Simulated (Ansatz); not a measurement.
Ca:
```
Ca
1.0
    3.49311     0.00000     0.00000
    0.00000     3.49311     0.00000
    0.00000     0.00000     3.49311
Ca
1
Direct
  0.00000   0.00000   0.00000
```

Relaxed with r²SCAN. Special points in fractions of this cell's reciprocal vectors: Γ (0.000, 0.000, 0.000); X (0.000, 0.500, 0.000); M (0.500, 0.500, 0.000); R (0.500, 0.500, 0.500).

**Question.** List the band energies nearest the Fermi level at these points for plane-wave PAW r²SCAN (Ansatz code).

**Answer.** In eV from the Fermi level; about four levels below and three above (degenerate sets whole), none deeper than 8.9 eV; points with the same levels are listed once.

```
k        below                     above
-  -----------  ------------------------
Γ        -4.13  1.06 1.06 4.48 4.48 4.48
X  -1.13 -0.70            1.62 3.17 3.17
M        -0.45            1.22 2.47 2.47
R            –            0.76 0.76 0.76
```

Space group Pm-3m (simple cubic). This is a known high-pressure phase of the composition, computed here at zero pressure and temperature. Symmetry was held in the r²SCAN relaxation. At this level the phase is mechanically unstable.

Potentials: the earlier of the program's two PAW sets.
